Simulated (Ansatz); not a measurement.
Ansatz (a program for electronic structure) input:

Ansatz 0.2 input:
```yaml
crystal:
  lattice:
    - [4.9803226833, 0.0, 0.0]
    - [0.0, 4.9803226833, 0.0]
    - [0.0, 0.0, 6.9181026448]
  atoms:
    - { symbol: Si, position: [0.3023342663, 0.3023342663, 0.0] }
    - { symbol: Si, position: [0.8023342663, 0.1976657337, 0.75] }
    - { symbol: Si, position: [0.1976657337, 0.8023342663, 0.25] }
    - { symbol: Si, position: [0.6976657337, 0.6976657337, 0.5] }
    - { symbol: O, position: [0.2382174075, 0.1090360872, 0.18131749] }
    - { symbol: O, position: [0.7382174075, 0.3909639128, 0.56868251] }
    - { symbol: O, position: [0.2617825925, 0.6090360872, 0.06868251] }
    - { symbol: O, position: [0.7617825925, 0.8909639128, 0.68131749] }
    - { symbol: O, position: [0.8909639128, 0.7617825925, 0.31868251] }
    - { symbol: O, position: [0.3909639128, 0.7382174075, 0.43131749] }
    - { symbol: O, position: [0.6090360872, 0.2617825925, 0.93131749] }
    - { symbol: O, position: [0.1090360872, 0.2382174075, 0.81868251] }
kpoints:
  mp_grid: { grid: [6, 6, 4] }
hamiltonian:
  xc: r2scan
  pseudopotentials: { kind: paw }
scf:
  occupations: { method: fixed }
checkpoint: { read: static.run }
output: { write_density: true, elf: true, volumetric_format: npy }
```

Output (shortened):

```
Pseudopotentials: kind: paw
Pseudopotential: Si, paw, valence charge 4
Pseudopotential: O, paw, valence charge 6
Functional definition: r2SCAN
Crystal: 12 atoms, lattice volume = 171.594 Å³
Basis set: ecut = 500 eV, 4325 PW (Γ), exchange–correlation on 160×160×216 points (64 copies of the dense FFT grid, shifted against one another)
Bands: 44, of which v1, the nominal top of the filled ones, is band 32 counted from 1 (31 counted from 0)
Symmetry: 8 space group operations
Space group: P41212 (ITA 92), of the structure as read, at distance tolerance 5.6e-5 Å
k-points: 30 of 144 (time reversal used)
PAW frozen core: Si, regenerated for the run's functional
PAW frozen core: O, regenerated for the run's functional
Initial density: read from a saved state, or passed on in memory by an earlier SCF of this step, an earlier step, the calling program or the single point that …
Stability of the state it starts from, as read at its close in the unpolarized treatment …
Initial wavefunctions: pseudopotential atomic-orbital guess
Eigensolver: davidson
Functional: x = r2scan, c = r2scan; τ floored in thin density (d = 2e-4 eV/Å³)
iter 1 solved again at ethr=2.82e-8 eV; its pass at ethr=3.10e-3 eV (dr2=1.80e-5 eV) is discarded
SCF iter   1: F=—  HF=-7120.305559 eV  |F-HF|=—  |Δ(HF+E_count)|=         —  Δρ=2.33e-7  dr2=7.16e-11  dr2_τ=5.15e-12  ethr=2.82e-8  ⟨swp⟩=3.9  Hψ=9341  notcnv=0  defer=299
all-band conjugate gradients solve this SCF's bands
preconditioner: auto → Resta (q_TF=auto, 2.315 Å⁻¹)
SCF iter   2: F=-7120.305559 eV  HF=-7120.305559 eV  |F-HF|=2.73e-12  |Δ(HF+E_count)|=   7.02e-9  Δρ=1.45e-7  dr2=1.92e-11  dr2_τ=5.58e-12  ethr=1.00e-12  ⟨swp⟩=14.3  Hψ=7931  notcnv=0
SCF 1 converged in 2 iterations: F = -7120.305559 eV  dr2 = 1.92e-11
SCF converged after 2 iterations
Free energy (F): -7120.305559 eV
Harris-Foulkes:  -7120.305559 eV  (|F-HF|=2.73e-12)
Internal energy: -7120.305559 eV  (E = F + TS)
E sigma→0 (E₀):  -7120.305559 eV
Fermi energy:    0.954353 eV
--- Per-component energies (eV) ---
  E_band       = -399.612821
  E_kinetic    = 1620.430029
  E_local      = -4486.454728  (includes V_loc(G=0)·N_el)
  E_nonlocal   = 472.025831
  E_hartree    = 1652.572432
  E_xc         = -800.160560
  E_vxc        = -1059.476213  (∫ρ·V_xc dr)
  E_paw        = -3367.603933  (= ΣΔE_a)
  E_vpaw       = -318.227723  (= ΣTr[D̂ρ^β])
  E_aug_tail   = 0.008446  (compensation charges beyond the density's cutoff)
  E_vtau       = 66.936895  (kinetic-family band-sum trace: ∫τ·v_τ [+ j·A + Jᵃ·Aᵃ] dr)
  E_ewald      = -2210.561816
  E_core_change = -0.561259  (= ΣΔE_core)
  E_smearing   =  0.000000  (= −TS)
  E_closure    = 0.000000  (closes the sum)
  Σ components = -7120.305559   (vs F -7120.305559, Δ=0.00e0)
  [band-id]    e_kinetic+e_local+e_nonlocal+2·e_hartree+e_vxc+e_vpaw+e_augmentation_tail+e_vtau = -399.612600   (vs E_band -399.612821, Δ=2.22e-4)
--- Band table (eV; the first three rows and the last of 30) ---
  k-point 0: bands = ["-19.4731", "-18.5718", "-18.5718", "-17.4392", "-17.3930", "-17.3879", "-17.3797", "-17.3797", "-8.5888", "-6.4885", "-6.4885", "-4.9005", "-4.7829", "-4.7829", "-4.2772", "-4.1197", "-2.0631", "-2.0317", "-2.0317", "-1.4575", "-1.3693", "-1.0651", "-0.8423", "-0.8166", "-0.8166", "-0.3661", "-0.3661", "-0.3240", "0.2625", "0.6432", "0.6432", "0.9544", "7.3008", "10.5968", "10.5968", "11.0865", "11.0865", "11.5406", "12.0110", "12.8711", "12.9441", "12.9441", "13.2838", "13.5500"]
  k-point 1: bands = ["-19.4095", "-18.9354", "-18.1765", "-17.5390", "-17.3908", "-17.3870", "-17.3815", "-17.3811", "-8.4153", "-7.2503", "-5.7895", "-4.9909", "-4.7562", "-4.6710", "-4.3847", "-4.2225", "-2.0047", "-2.0038", "-1.9052", "-1.4120", "-1.3015", "-1.0421", "-0.9964", "-0.9112", "-0.8509", "-0.7374", "-0.1884", "0.0798", "0.3070", "0.4441", "0.6172", "0.8399", "7.6596", "9.7373", "10.8907", "11.2894", "11.4758", "11.5702", "11.7600", "12.7495", "12.7714", "13.0716", "13.2001", "13.3008"]
  k-point 2: bands = ["-19.2245", "-19.2245", "-17.8080", "-17.8080", "-17.3856", "-17.3856", "-17.3845", "-17.3845", "-7.9354", "-7.9354", "-5.2767", "-5.2767", "-4.5978", "-4.5978", "-4.4545", "-4.4545", "-1.9568", "-1.9568", "-1.5985", "-1.5985", "-1.1492", "-1.1492", "-0.9579", "-0.9579", "-0.9555", "-0.9555", "0.1078", "0.1078", "0.4084", "0.4084", "0.5588", "0.5588", "8.5854", "8.5854", "11.2951", "11.2951", "11.5550", "11.5550", "12.3307", "12.3307", "12.5067", "12.5067", "13.3244", "13.3244"]
  k-point 29: bands = ["-18.5356", "-18.5356", "-18.5356", "-18.5356", "-17.4530", "-17.4530", "-17.4530", "-17.4530", "-6.5265", "-6.5265", "-6.5265", "-6.5265", "-4.1496", "-4.1496", "-4.1496", "-4.1496", "-2.0627", "-2.0627", "-2.0627", "-2.0627", "-1.3177", "-1.3177", "-1.3177", "-1.3177", "-0.4061", "-0.4061", "-0.4061", "-0.4061", "0.3390", "0.3390", "0.3390", "0.3390", "10.9381", "10.9381", "10.9381", "10.9381", "11.5881", "11.5881", "11.5881", "11.5881", "12.2834", "12.2834", "12.2834", "12.2834"]
  band table: 44 of 44 bands, residual norms ≤ 1.0e-3 eV
```

Cost: around 26 core-seconds (rough) on shared cores.

Space group P4_12_12. The r²SCAN relaxation kept the symmetry of its start.

Potentials: the later of the program's two PAW sets.

Ansatz is a plane-wave DFT program.
